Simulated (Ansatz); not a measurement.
Does relaxation matter for the field gradients of ZnSe with Cl replacing Se?

Start: a supercell of ZnSe (zinc blende type, F-43m) built from a structure deposited in the COD, with all atoms left at the host's positions.

Space group F-43m (No. 216); a = 17.0028 Å.

```
site  Wyckoff  site symmetry       x       y       z
 Zn1      16e            .3m  0.4167  0.0833  0.4167
 Zn3      24g           2.mm  0.7500  0.0833  0.7500
 Zn5      48h            ..m  0.7500  0.9167  0.5833
Zn14       4d           -43m  0.7500  0.7500  0.7500
Zn18      16e            .3m  0.0833  0.5833  0.9167
  Cl       4a           -43m  0.5000  0.0000  0.5000
Se29      48h            ..m  0.6667  0.0000  0.6667
Se32      16e            .3m  0.8333  0.8333  0.6667
Se36      16e            .3m  0.1667  0.6667  0.8333
Se42      24f           2.mm  0.0000  0.6667  0.0000
```

One atom of each set is listed; the run and its k-mesh use a cell of 54 atoms with edges of 12.02, 12.02, 12.02 Å.

Method: Kohn–Sham DFT in Ansatz, PBE, plane waves and PAW, scalar-relativistic, 420 eV cutoff, Γ-centred 2×2×2 k-points, Fermi–Dirac smearing 0.01 eV, cell charge +1.

The largest force at the start is 0.86 eV/Å. Relaxing the ions at fixed cell moves them by 0.167 Å at most (atom 10, Zn) and 0.048 Å rms.

```
site  moved (Å)              first shell before               first shell after  V_zz before (10²¹ V/m²)  η before
 Zn1      0.167  1 Cl at 2.45 Å, 3 Se at 2.45 Å  3 Se at 2.42 Å, 1 Cl at 2.62 Å                     6.41      0.00
 Zn3      0.003                  4 Se at 2.45 Å             4 Se at 2.45–2.47 Å                    -0.60      0.28
 Zn5      0.025                  4 Se at 2.45 Å             4 Se at 2.44–2.46 Å                    -0.32      0.91
Zn18      0.001                  4 Se at 2.45 Å                  4 Se at 2.45 Å                    0.055      0.00
  Cl      0.000                  4 Zn at 2.45 Å                  4 Zn at 2.62 Å                     0.00         –
Se29      0.021                  4 Zn at 2.45 Å             4 Zn at 2.42–2.47 Å                     4.61      0.12
Se32      0.004                  4 Zn at 2.45 Å                  4 Zn at 2.45 Å                    -0.83      0.00
Se36      0.001                  4 Zn at 2.45 Å                  4 Zn at 2.45 Å                    -0.98      0.00
Se42      0.009                  4 Zn at 2.45 Å             4 Zn at 2.44–2.45 Å                    -0.38      0.30
```

**Question.** What are V_zz and η after the relaxation?

**Answer.** 

```json
{"site": "Zn1", "V_zz after": "8.61", "η after": "0.00", "change of V_zz": "+2.20"}
{"site": "Zn3", "V_zz after": "-0.49", "η after": "0.91", "change of V_zz": "+0.11"}
{"site": "Zn5", "V_zz after": "-0.57", "η after": "0.99", "change of V_zz": "-0.25"}
{"site": "Zn18", "V_zz after": "-0.018", "η after": "0.00", "change of V_zz": "-0.07"}
{"site": "Cl", "V_zz after": "0.00", "η after": "–", "change of V_zz": "0.00"}
{"site": "Se29", "V_zz after": "2.93", "η after": "0.20", "change of V_zz": "-1.68"}
{"site": "Se32", "V_zz after": "-0.21", "η after": "0.00", "change of V_zz": "+0.62"}
{"site": "Se36", "V_zz after": "-0.57", "η after": "0.00", "change of V_zz": "+0.41"}
{"site": "Se42", "V_zz after": "0.57", "η after": "0.33", "change of V_zz": "–"}
```

The largest change of V_zz along a kept axis is on Zn1, from 6.41 to 8.61. In per cent, |V_zz| changes by -19 to +34 on Zn, -74 to -36 on Se (all sites that start above 0.5). Where |V_zz| stays above 0.1 and the axes keep their order, η moves most on Zn3, from 0.28 to 0.91. On Se42 the largest principal value lies along another axis in the second run, so the two V_zz can't be compared directly. Other sites without a gradient aren't listed.

The defect repeats with the cell of 54 atoms, so it feels its images: sites between two images don't show the values beside a lone defect, and zeros or small values of η there can come from the images' arrangement. A uniform background compensates the cell's charge.
Before: The neighbours have not yet relaxed around the defect (largest force 0.86 eV/Å), so a real crystal will differ.
After: The relaxation keeps the site symmetry -43m of the start, so the impurity can't leave its site; a start off the site could end lower.
